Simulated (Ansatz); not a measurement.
Here is the system:

MgS:
```xyz
2
Lattice="0.0000 2.6026 2.6026 2.6026 0.0000 2.6026 2.6026 2.6026 0.0000" Properties=species:S:1:pos:R:3 pbc="T T T"
Mg     0.0000     0.0000     0.0000
S      2.6026     2.6026     2.6026
```

This is the r²SCAN-relaxed structure.

Question: All from r²SCAN (plane waves, PAW; program Ansatz), unless another level is named. Estimate the formation energy from the elements (no fitted shifts).

Answer: -1.67 eV/atom.

Question: And the band gap?

Answer: 3.47 eV (indirect).

Question: Next, the smallest direct gap on the standard path?

Answer: 4.64 eV.

Question: Predict the conduction-band minimum.

Answer: at X (3 equivalent valleys).

Question: Give the valence-band maximum.

Answer: at Γ.

Space group Fm-3m (rock salt). Symmetry was held in the r²SCAN relaxation. The references are the lowest solids computed at this level, not always the standard phases.

Potentials: the earlier of the program's two PAW sets.
